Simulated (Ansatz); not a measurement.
KZnF3:
```xyz
5
Lattice="4.1276 0.0000 0.0000 0.0000 4.1276 0.0000 0.0000 0.0000 4.1276" Properties=species:S:1:pos:R:3 pbc="T T T"
K      0.0000     0.0000     0.0000
Zn     2.0638     2.0638     2.0638
F      2.0638     2.0638     0.0000
F      0.0000     2.0638     2.0638
F      2.0638     0.0000     2.0638
```

Relaxed with PBE.

### Question
Tabulate the valence density and the electron localisation function along the shortest K–Zn contact (3.57 Å), plane-wave PAW PBE (Ansatz code).

### Answer


```tsv
distance from K (Å)	density (e/Å³)	ELF
0.36	3.97	0.79
0.54	2.95	0.87
0.71	1.66	0.88
0.89	0.74	0.82
1.07	0.29	0.62
1.25	0.12	0.21
1.43	0.05	0.03
1.61	0.04	0.01
1.79	0.03	0.01
1.97	0.04	0.02
2.14	0.06	0.04
2.32	0.10	0.06
2.50	0.18	0.09
2.68	0.40	0.13
2.86	0.98	0.11
3.04	3.16	0.04
3.22	12.20	0.00
```

The density is the valence pseudo-density with augmentation charge, so density and ELF within about 1 Å of a nucleus are not all-electron values.

Space group Pm-3m (cubic perovskite). The PBE relaxation kept the symmetry of its start; phonons on a q-mesh show no instability.

Potentials: the later of the program's two PAW sets.
